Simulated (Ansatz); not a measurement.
FeSi:
```yaml
crystal:
  lattice:
    - [4.36899, 0.00000, 0.00000]
    - [0.00000, 4.36899, 0.00000]
    - [0.00000, 0.00000, 4.36899]
  atoms:
    - { symbol: Fe, position: [0.86316, 0.63684, 0.36316] }
    - { symbol: Fe, position: [0.63684, 0.36316, 0.86316] }
    - { symbol: Fe, position: [0.36316, 0.86316, 0.63684] }
    - { symbol: Fe, position: [0.13684, 0.13684, 0.13684] }
    - { symbol: Si, position: [0.15917, 0.34083, 0.65917] }
    - { symbol: Si, position: [0.34083, 0.65917, 0.15917] }
    - { symbol: Si, position: [0.65917, 0.15917, 0.34083] }
    - { symbol: Si, position: [0.84083, 0.84083, 0.84083] }
```

Relaxed with LDA. Special points in fractions of this cell's reciprocal vectors: Γ (0.000, 0.000, 0.000); X (0.000, 0.500, 0.000); M (0.500, 0.500, 0.000); R (0.500, 0.500, 0.500); X1 (0.500, 0.000, 0.000).

List the band energies nearest the valence-band maximum at these points for DFT-LDA in the program Ansatz with PAW potentials.

In eV from the valence-band maximum; about four levels below and three above (degenerate sets whole), none deeper than 8.9 eV; points with the same levels are listed once.

```json
[
 {"k": "Γ", "below": "-0.30 -0.30 -0.30 -0.05 -0.05", "above": "0.70 0.70 0.70"},
 {"k": "X", "below": "-0.42 -0.42 -0.02 -0.02", "above": "0.18 0.18 1.83 1.83"},
 {"k": "M", "below": "-1.10 -1.10 -0.39 -0.39", "above": "0.66 0.66 1.38 1.38"},
 {"k": "R", "below": "-0.71 -0.71 -0.71 -0.71", "above": "0.49 0.49 0.49 0.49"}
]
```

Space group P2_13. Symmetry was held in the LDA relaxation. No spin polarisation was allowed.

Potentials: the later of the program's two PAW sets.
